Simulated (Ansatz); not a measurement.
Fe3Co:
```xyz
4
Lattice="4.0218 0.0000 0.0000 0.0000 4.0218 0.0000 0.0000 0.0000 2.8357" Properties=species:S:1:pos:R:3 pbc="T T T"
Fe     2.0109     2.0109     0.0000
Fe     2.0109     0.0000     1.4179
Fe     0.0000     2.0109     1.4179
Co     0.0000     0.0000     0.0000
```
The run is spin-polarised; directions of the spins, atom by atom: ↑ ↑ ↑ ↑.

Relaxed with r²SCAN.

Problem. Give the Bader charges and basin volumes of the independent atoms, r²SCAN in the plane-wave PAW code Ansatz.

Solution. 

```csv
atom,Bader charge (e),Bader volume (Å³)
Fe1,-0.01,11.5
Fe2,+0.13,11.2
Co4,-0.26,12.0
```

Space group P4/mmm. The first step of the workflow began from a Materials Project structure, measured or hypothetical; the Crystallography Open Database copy checked does not list it. Its standing as an ambient phase is unchecked. Symmetry was held in the r²SCAN relaxation; whether a distortion lowers the energy is not shown. The final state is ferromagnetic, chosen from 5 collinear starts compared on coarse meshes (ties went to the first, and starts can fall back to one state), not a proven ground state. Other orbital occupations within this spin state were not tried.

Potentials: the later of the program's two PAW sets.
